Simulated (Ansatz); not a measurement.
Relaxed-ion elastic tensor of LaB₆ in space group Pm-3m (No. 221; La on 1a, B on 6f) in GPa (Voigt order), plane-wave PAW PBEsol (Ansatz code); density 4.80 g/cm³, 10.06 Å³ per atom.

```
 489  25.6  25.6   0.0   0.0   0.0
25.6   489  25.6   0.0   0.0   0.0
25.6  25.6   489   0.0   0.0   0.0
 0.0   0.0   0.0  90.8   0.0   0.0
 0.0   0.0   0.0   0.0  90.8   0.0
 0.0   0.0   0.0   0.0   0.0  90.8
```

Is the crystal mechanically stable?

Yes: the smallest eigenvalue of C is 90.8 GPa.

Work out the Voigt, Reuss and Hill averages.

K_V = 180, K_R = 180, K_H = 180; G_V = 147, G_R = 120, G_H = 134 GPa.

Give Young's modulus, Poisson's ratio, Pugh's ratio and the universal anisotropy index.

E = 9KG/(3K + G) = 321 GPa; ν = 0.20; K/G = 1.35 (brittle by the Pugh limit of 1.75); A_U = 5G_V/G_R + K_V/K_R − 6 = 1.13.

Estimate the sound speeds and the Debye temperature.

v_l = √((K + 4G/3)/ρ) = 8640 m/s, v_t = √(G/ρ) = 5270 m/s, mean 5820 m/s; Θ = (h/k)(3n/4πV)^(1/3) v_m = 803 K.

Give the Zener ratio and Young's modulus along [100], [110] and [111].

A = 2C44/(C11 − C12) = 0.39; 1/E = S11 − 2(S11 − S12 − S44/2)Γ with Γ = 0, 1/4, 1/3 gives 487, 268, 233 GPa.

The cell was relaxed with PBEsol under the symmetry of its start; of distortions, only those at the zone centre were tested. As this level gives no gap, shear constants depend on the k-mesh and smearing (Fermi–Dirac, 0.1 eV here). Scalar-relativistic: spin–orbit coupling is off unless named, which matters more the heavier the elements.

Potentials: the later of the program's two PAW sets.
